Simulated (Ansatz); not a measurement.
Kick test of a cell of Al₃B₂W

The cell was found from a proposed guess, not taken from experiment.

Theory: Ansatz 0.2.0, DFT PBE, scalar-relativistic, plane waves, PAW. Cutoff 420 eV; k points 10×10×10 on the computed 6-atom cell (Γ-centred); Gaussian smearing, width 0.10 eV; no spin polarisation.

The cell below (6 atoms, space group Amm2 (No. 38)) is relaxed within its symmetry.

```
Al B W
1.0
     3.09288    0.00000    0.00000
     0.00000    1.63414    6.99472
     0.00000   -1.63414    6.99472
Al B W
3 2 1
Direct
  0.00000 0.19836 0.19836
  0.50000 0.79975 0.79975
  0.50000 0.58697 0.58697
  0.00000 0.03460 0.03460
  0.50000 0.96813 0.96813
  0.00000 0.41219 0.41219
```

For the test a repeat of it with 12 atoms (edges 3.09, 6.54, 7.18 Å) was strained at random (σ = 1.5 % a component), the atoms were moved at random (σ = 0.10 Å), and all was relaxed again on a coarse 8×4×4 mesh (in the run’s order of axes) with 0.20 eV smearing, with no symmetry imposed.

Spin–orbit coupling, which can matter for W, is left out. The cell is a metal run without spin; a magnetic state may lie lower.

Task: What happens?

Result: It returns, within 1 meV/atom of the unmoved cell on that mesh and with the same symmetry when read at 0.1 Å (Pm at 0.01 Å, so small strains and shifts remain). So it is stable against the distortions that fit this cell and that this random move excites. Modes that don't fit the cell aren't tested.
